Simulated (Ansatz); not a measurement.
Nb2N:
```xyz
3
Lattice="3.1154 0.0000 0.0000 -1.5577 2.6980 0.0000 0.0000 0.0000 4.7979" Properties=species:S:1:pos:R:3 pbc="T T T"
Nb     1.5577     0.8993     1.2194
Nb     0.0000     1.7987     3.5785
N      0.0000     0.0000     2.3990
```

Relaxed with PBEsol. Special points in fractions of this cell's reciprocal vectors: Γ (0.000, 0.000, 0.000); M (0.500, 0.000, 0.000); K (0.333, 0.333, 0.000); A (0.000, 0.000, 0.500); L (0.500, 0.000, 0.500); H (0.333, 0.333, 0.500).

**Question.** List the band energies nearest the Fermi level at these points for DFT-PBEsol with spin–orbit coupling in the program Ansatz with PAW potentials.

**Answer.** In eV from the Fermi level; about four levels below and three above (degenerate sets whole), none deeper than 8.9 eV; points with the same levels are listed once.

| k | below | above |
|---|---|---|
| Γ | -0.44 -0.44 -0.31 -0.31 | 0.11 0.11 0.15 0.15 |
| M | -2.02 -2.02 -0.86 -0.86 | 1.69 1.69 2.08 2.08 |
| K | -2.36 -2.36 -2.34 -2.34 | 1.64 1.64 1.66 1.66 |
| A | -1.20 -1.20 -1.12 -1.12 | 1.82 1.82 1.86 1.86 |
| L | -1.51 -1.51 -1.25 -1.25 | 0.42 0.42 0.81 0.81 |
| H | -1.40 -1.40 -1.37 -1.37 | 0.26 0.26 0.49 0.49 0.50 0.50 |

Space group P-3m1 (anti-CdI2 type). The first step of the workflow began from a Materials Project structure, measured or hypothetical; the Crystallography Open Database copy checked does not list it. Its standing as an ambient phase is unchecked. The PBEsol relaxation kept the symmetry of its start; its stability against distortions is not shown here. No spin polarisation was allowed. With an odd number of electrons in the cell and no spin polarisation, the count alone makes it a metal.

Potentials: the later of the program's two PAW sets.
